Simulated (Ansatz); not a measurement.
**HfO₂: 30 steps of 3.0 fs from 1200 K**

These are results of Ansatz 0.2.0, DFT, PBE, all-electron LAPW, scalar-relativistic, not measurements.

Command: `ansatz run input.yaml --threads 2 --pin off --max-ram 6144MiB --backend cpu --events-out ev --progress --plain --runs-dir out` The run took 20 min on 2 threads of Arm Neoverse V2 (shared host), peak memory 0.64 GiB.

```yaml
crystal:
  lattice:
    - [0.0, 2.5575, 2.5575]
    - [2.5575, 0.0, 2.5575]
    - [2.5575, 2.5575, 0.0]
  atoms:
    - { symbol: Hf, position: [0.0, 0.0, 0.0] }
    - { symbol: O, position: [0.25, 0.25, 0.25] }
    - { symbol: O, position: [0.75, 0.75, 0.75] }
kpoints:
  mp_grid: { grid: [6, 6, 6] }
scf:
  occupations: { method: fermi_dirac, width: 0.08 }
hamiltonian:
  xc: pbe
  pseudopotentials: { kind: all_electron, lapw: { basis_error: 0.001 } }
output:
  forces: true
  stress: true
md:
  timestep: 3.0
  n_steps: 30
  ensemble: nvt_langevin
  temperature: 1200
  initial_velocities: maxwell_boltzmann
  seed: 451970
```

Spin–orbit coupling is left out, though it moves levels of the heavy atoms by tenths of an eV or more.

The cell comes from COD entry 9009016, which wasn't checked; take it as a given geometry.

Each frame lists Cartesian positions (Å) and forces (eV/Å). Free energies count from the first step, -414352.1776 eV.

Step 0 (t = 0.0 fs): E = 0.0 meV, T = 800 K

```
Hf    0.0000    0.0000    0.0000     0.000   0.000   0.000
O     1.2788    1.2788    1.2788     0.000   0.000   0.000
O     3.8363    3.8363    3.8363     0.000   0.000   0.000
```

Step 1 (t = 3.0 fs): E = +26.4 meV, T = 711 K

```
Hf   -0.0013   -0.0014   -0.0022    -0.001   0.052   0.010
O     1.2964    1.2602    1.2913    -0.359   0.539  -0.207
O     3.8154    3.8790    3.8290     0.360  -0.591   0.198
```

Step 2 (t = 6.0 fs): E = +88.1 meV, T = 495 K

```
Hf   -0.0048   -0.0027   -0.0057     0.016   0.103   0.001
O     1.3155    1.2493    1.2952    -0.709   0.983  -0.331
O     3.7988    3.9173    3.8248     0.693  -1.086   0.330
```

Step 3 (t = 9.0 fs): E = +156.1 meV, T = 368 K

```
Hf   -0.0086   -0.0028   -0.0100     0.056   0.135   0.005
O     1.3354    1.2463    1.2972    -1.018   1.290  -0.411
O     3.7880    3.9473    3.8246     0.962  -1.425   0.406
```

Step 4 (t = 12.0 fs): E = +202.9 meV, T = 131 K

```
Hf   -0.0116   -0.0019   -0.0136     0.080   0.167  -0.005
O     1.3469    1.2504    1.2962    -1.208   1.442  -0.431
O     3.7801    3.9683    3.8251     1.128  -1.609   0.435
```

Step 5 (t = 15.0 fs): E = +209.8 meV, T = 83 K

```
Hf   -0.0136   -0.0019   -0.0158     0.076   0.219  -0.041
O     1.3473    1.2603    1.2893    -1.242   1.415  -0.345
O     3.7751    3.9793    3.8264     1.167  -1.634   0.386
```

Step 6 (t = 18.0 fs): E = +187.7 meV, T = 83 K

```
Hf   -0.0155   -0.0028   -0.0172     0.077   0.249  -0.056
O     1.3419    1.2698    1.2831    -1.198   1.276  -0.225
O     3.7724    3.9775    3.8307     1.122  -1.525   0.281
```

Step 7 (t = 21.0 fs): E = +148.8 meV, T = 204 K

```
Hf   -0.0165   -0.0065   -0.0176     0.087   0.267  -0.047
O     1.3343    1.2805    1.2808    -1.112   1.037  -0.088
O     3.7723    3.9658    3.8401     1.024  -1.304   0.135
```

Step 8 (t = 24.0 fs): E = +99.8 meV, T = 417 K

```
Hf   -0.0161   -0.0125   -0.0170     0.101   0.303  -0.029
O     1.3238    1.2970    1.2770    -0.943   0.689   0.100
O     3.7784    3.9485    3.8522     0.842  -0.992  -0.071
```

Step 9 (t = 27.0 fs): E = +53.1 meV, T = 718 K

```
Hf   -0.0141   -0.0211   -0.0159     0.090   0.372  -0.007
O     1.3054    1.3190    1.2736    -0.635   0.276   0.217
O     3.7925    3.9293    3.8571     0.545  -0.647  -0.210
```

Step 10 (t = 30.0 fs): E = +26.1 meV, T = 786 K

```
Hf   -0.0110   -0.0310   -0.0161     0.039   0.439   0.044
O     1.2809    1.3409    1.2739    -0.225  -0.151   0.151
O     3.8113    3.9065    3.8505     0.186  -0.288  -0.195
```

Step 11 (t = 33.0 fs): E = +32.7 meV, T = 755 K

```
Hf   -0.0073   -0.0402   -0.0166    -0.033   0.478   0.114
O     1.2546    1.3600    1.2722     0.195  -0.587   0.015
O     3.8284    3.8789    3.8403    -0.162   0.109  -0.128
```

Step 12 (t = 36.0 fs): E = +66.5 meV, T = 611 K

```
Hf   -0.0036   -0.0493   -0.0147    -0.100   0.505   0.168
O     1.2327    1.3742    1.2702     0.556  -0.951  -0.179
O     3.8435    3.8548    3.8257    -0.456   0.447   0.011
```

Step 13 (t = 39.0 fs): E = +110.6 meV, T = 592 K

```
Hf    0.0006   -0.0583   -0.0108    -0.177   0.530   0.216
O     1.2138    1.3796    1.2741     0.901  -1.162  -0.483
O     3.8577    3.8406    3.8051    -0.724   0.632   0.267
```

Step 14 (t = 42.0 fs): E = +149.2 meV, T = 643 K

```
Hf    0.0053   -0.0675   -0.0064    -0.248   0.520   0.239
O     1.1956    1.3700    1.2766     1.204  -1.193  -0.752
O     3.8686    3.8298    3.7841    -0.957   0.672   0.513
```

Step 15 (t = 45.0 fs): E = +173.3 meV, T = 622 K

```
Hf    0.0090   -0.0772   -0.0013    -0.276   0.463   0.209
O     1.1831    1.3480    1.2772     1.409  -1.097  -0.908
O     3.8777    3.8176    3.7672    -1.134   0.634   0.699
```

Step 16 (t = 48.0 fs): E = +178.8 meV, T = 563 K

```
Hf    0.0116   -0.0864    0.0040    -0.258   0.374   0.142
O     1.1777    1.3211    1.2748     1.507  -0.937  -0.913
O     3.8856    3.8042    3.7587    -1.249   0.563   0.771
```

Step 17 (t = 51.0 fs): E = +151.3 meV, T = 612 K

```
Hf    0.0148   -0.0954    0.0094    -0.203   0.281   0.037
O     1.1822    1.2963    1.2603     1.439  -0.723  -0.671
O     3.8893    3.7942    3.7612    -1.236   0.442   0.634
```

Step 18 (t = 54.0 fs): E = +110.9 meV, T = 814 K

```
Hf    0.0199   -0.1049    0.0163    -0.149   0.213  -0.089
O     1.1955    1.2746    1.2391     1.240  -0.503  -0.310
O     3.8886    3.7873    3.7689    -1.091   0.289   0.399
```

Step 19 (t = 57.0 fs): E = +77.0 meV, T = 769 K

```
Hf    0.0242   -0.1150    0.0235    -0.127   0.172  -0.224
O     1.2130    1.2489    1.2212     0.990  -0.260   0.004
O     3.8834    3.7820    3.7742    -0.862   0.088   0.219
```

Step 20 (t = 60.0 fs): E = +55.5 meV, T = 1104 K

```
Hf    0.0274   -0.1271    0.0307    -0.146   0.185  -0.353
O     1.2298    1.2239    1.2030     0.680  -0.017   0.331
O     3.8681    3.7808    3.7828    -0.535  -0.168   0.022
```

Step 21 (t = 63.0 fs): E = +54.8 meV, T = 1078 K

```
Hf    0.0312   -0.1408    0.0377    -0.189   0.211  -0.475
O     1.2435    1.2005    1.1861     0.360   0.132   0.640
O     3.8450    3.7722    3.7943    -0.171  -0.343  -0.165
```

Step 22 (t = 66.0 fs): E = +63.1 meV, T = 993 K

```
Hf    0.0344   -0.1537    0.0444    -0.230   0.193  -0.562
O     1.2557    1.1727    1.1773     0.127   0.210   0.837
O     3.8269    3.7510    3.8028     0.103  -0.403  -0.275
```

Step 23 (t = 69.0 fs):

```
Hf    0.0363   -0.1644    0.0511
O     1.2705    1.1432    1.1725
O     3.8163    3.7272    3.8036
```

Step 24 (t = 72.0 fs): E = +86.4 meV, T = 808 K

```
Hf    0.0381   -0.1751    0.0565    -0.289   0.166  -0.717
O     1.2856    1.1176    1.1655    -0.238   0.280   0.984
O     3.8067    3.7030    3.7976     0.526  -0.447  -0.268
```

Step 25 (t = 75.0 fs): E = +106.4 meV, T = 964 K

```
Hf    0.0411   -0.1874    0.0605    -0.284   0.196  -0.786
O     1.3016    1.0986    1.1554    -0.472   0.167   1.056
O     3.7955    3.6738    3.7910     0.755  -0.363  -0.269
```

Step 26 (t = 78.0 fs): E = +127.1 meV, T = 962 K

```
Hf    0.0448   -0.1999    0.0642    -0.247   0.245  -0.849
O     1.3210    1.0809    1.1484    -0.718   0.002   1.056
O     3.7884    3.6417    3.7791     0.965  -0.247  -0.207
```

Step 27 (t = 81.0 fs): E = +138.5 meV, T = 795 K

```
Hf    0.0478   -0.2123    0.0670    -0.205   0.268  -0.898
O     1.3349    1.0626    1.1463    -0.857  -0.126   0.985
O     3.7870    3.6106    3.7642     1.062  -0.142  -0.087
```

Step 28 (t = 84.0 fs): E = +137.3 meV, T = 664 K

```
Hf    0.0514   -0.2242    0.0681    -0.191   0.238  -0.929
O     1.3400    1.0435    1.1468    -0.843  -0.158   0.892
O     3.7906    3.5844    3.7508     1.035  -0.080   0.038
```

Step 29 (t = 87.0 fs): E = +126.8 meV, T = 579 K

```
Hf    0.0562   -0.2339    0.0674    -0.184   0.144  -0.964
O     1.3384    1.0250    1.1452    -0.684  -0.142   0.812
O     3.8016    3.5602    3.7367     0.868  -0.002   0.152
```

Step 30 (t = 90.0 fs): E = +114.3 meV, T = 501 K

```
Hf    0.0605   -0.2412    0.0662    -0.187  -0.020  -1.017
O     1.3243    1.0105    1.1433    -0.373  -0.107   0.740
O     3.8146    3.5362    3.7218     0.560   0.127   0.277
```

Q: Give the energy and forces of step 23.

A: E = +72.9 meV, T = 762 K
```
Hf    0.0363   -0.1644    0.0511    -0.263   0.167  -0.637
O     1.2705    1.1432    1.1725    -0.054   0.272   0.931
O     3.8163    3.7272    3.8036     0.317  -0.438  -0.295
```

Q: What is the mean temperature over the last 16 frames?

A: 787 K; so short a run of so small a cell isn't equilibrated.
